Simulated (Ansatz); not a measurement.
A relaxed structure of Cs is spoiled in several ways and relaxed again each time (noise and exchanges are one random draw each; squeezed and stretched starts keep its symmetry, which their runs cannot lower; pressure is positive under compression). Method: r2SCAN (plane waves to 500 eV, PAW, scalar-relativistic; Ansatz, a first-principles code).

Space group Im-3m (No. 229); a = b = c = 6.275 Å, α = β = γ = 90.00°

```json
[
 {"atom": "Cs", "site": "2a", "symmetry": "m-3m", "x": "0.0000", "y": "0.0000", "z": "0.0000"}
]
```
(The calculation used a cell of 1 atom; values per cell refer to that cell.)

```tsv
change	first pressure (GPa)	largest first force (eV/Å)	released (eV/atom)	moves	outcome	final group	E − E(parent) (eV/atom)
stretched uniformly to 115 % of its volume	-0.2	0.00	0.01	3	returns to the parent	Im-3m	0.00
doubled along one cell vector, shaken by Gaussian noise of σ = 0.08 Å a coordinate	0.0	0.05	0.00	8	returns to the parent	I4/mmm (nearly Im-3m)	0.00
```

First-step values come from each run's starting, coarser k-mesh (7×7×7, 7×4×7). Each cell has its own k-point mesh; energy differences are given only to the digits this allows. No spin polarisation in the result.
